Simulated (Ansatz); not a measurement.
AlBN$_{2}$:
```xyz
8
Lattice="-2.0525 2.0525 3.8429 2.0525 -2.0525 3.8429 2.0525 2.0525 -3.8429" Properties=species:S:1:pos:R:3 pbc="T T T"
Al     0.0000     0.0000     0.0000
Al     0.0000     2.0525     1.9215
B      0.0000     0.0000     3.8429
B      2.0525     0.0000     1.9215
N      1.2562     1.0262     0.9607
N      1.0262     2.8487    -0.9607
N      0.7963     1.0262     4.8037
N      1.0262    -0.7963     2.8822
```

Relaxed with the program Ansatz at the PBE level (PAW). Indices refer to the conventional cell of I-42d, a = b = 4.1049 Å, c = 7.6859 Å, α = β = γ = 90.00°.

Task: Simulate the powder diffraction pattern (Cu Kα, λ = 1.54184 Å; lines above 1 %) up to 2θ = 90°.

Result: Simulated powder pattern, Cu Kα, λ = 1.54184 Å (kinematic, ideal powder, no thermal factors, no anomalous dispersion; the 30 strongest lines at most, above 1 %, up to 2θ = 90°):

```json
[
 {"2θ (°)": "24.59", "d (Å)": "3.621", "I/Imax (%)": "11", "hkl": "(101)"},
 {"2θ (°)": "38.88", "d (Å)": "2.316", "I/Imax (%)": "100", "hkl": "(112)"},
 {"2θ (°)": "41.55", "d (Å)": "2.173", "I/Imax (%)": "15", "hkl": "(103)"},
 {"2θ (°)": "44.12", "d (Å)": "2.052", "I/Imax (%)": "3.0", "hkl": "(200)"},
 {"2θ (°)": "51.16", "d (Å)": "1.786", "I/Imax (%)": "19", "hkl": "(211)"},
 {"2θ (°)": "62.21", "d (Å)": "1.492", "I/Imax (%)": "4.4", "hkl": "(213)"},
 {"2θ (°)": "64.17", "d (Å)": "1.451", "I/Imax (%)": "15", "hkl": "(220)"},
 {"2θ (°)": "64.76", "d (Å)": "1.440", "I/Imax (%)": "3.8", "hkl": "(105)"},
 {"2θ (°)": "66.68", "d (Å)": "1.403", "I/Imax (%)": "29", "hkl": "(204)"},
 {"2θ (°)": "69.82", "d (Å)": "1.347", "I/Imax (%)": "5.0", "hkl": "(301)"},
 {"2θ (°)": "77.64", "d (Å)": "1.230", "I/Imax (%)": "18", "hkl": "(312)"},
 {"2θ (°)": "81.71", "d (Å)": "1.179", "I/Imax (%)": "1.9", "hkl": "(215)"},
 {"2θ (°)": "82.27", "d (Å)": "1.172", "I/Imax (%)": "8.6", "hkl": "(116)"},
 {"2θ (°)": "83.47", "d (Å)": "1.158", "I/Imax (%)": "2.2", "hkl": "(224)"}
]
```

The start of the workflow was typed in or built on a structure type; neither database checked (COD, Materials Project) lists it. Whether it is the stable phase at ambient conditions was not checked. The cell was relaxed with PBE under the symmetry of its start; whether a distortion lowers the energy is not shown. The volume moved by -17 % from the start of the relaxation.

Potentials: the later of the program's two PAW sets.
